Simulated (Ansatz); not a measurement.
LaAl2Ge2:
```xyz
5
Lattice="4.2951 0.0000 0.0000 -2.1475 3.7196 0.0000 0.0000 0.0000 7.0476" Properties=species:S:1:pos:R:3 pbc="T T T"
La     0.0000     0.0000     0.0000
Al     2.1475     1.2399     2.5670
Al     0.0000     2.4798     4.4806
Ge     2.1475     1.2399     5.1255
Ge     0.0000     2.4798     1.9221
```

Relaxed with r²SCAN. Special points in fractions of this cell's reciprocal vectors: Γ (0.000, 0.000, 0.000); M (0.500, 0.000, 0.000); K (0.333, 0.333, 0.000); A (0.000, 0.000, 0.500); L (0.500, 0.000, 0.500); H (0.333, 0.333, 0.500).

Question: List the band energies nearest the Fermi level at these points for plane-wave PAW r²SCAN (Ansatz code).

Answer: In eV from the Fermi level; about four levels below and three above (degenerate sets whole), none deeper than 8.9 eV; points with the same levels are listed once.

| k | below | above |
|---|---|---|
| Γ | -0.92 -0.74 -0.74 -0.23 | 0.43 1.00 1.00 |
| M | -3.06 -2.90 -2.43 -1.03 | 1.39 1.76 1.81 |
| K | -5.05 -2.70 -2.70 -2.47 | 1.40 1.54 1.54 |
| A | -2.00 -2.00 -1.76 -1.76 -0.59 | 0.45 0.69 0.69 |
| L | -1.58 -1.29 -0.82 -0.09 | 1.49 1.85 1.99 |
| H | -4.51 -3.50 -2.68 -2.68 | 0.62 0.62 1.61 |

Space group P-3m1. The first step of the workflow began from a Materials Project structure, measured or hypothetical; the Crystallography Open Database files this formula in space group No. 164, but the cells were not matched. Its standing as an ambient phase is unchecked. The r²SCAN relaxation kept the symmetry of its start; its stability against distortions is not shown here. Scalar-relativistic: spin–orbit coupling is off unless named, which matters more the heavier the elements.

Potentials: the later of the program's two PAW sets.
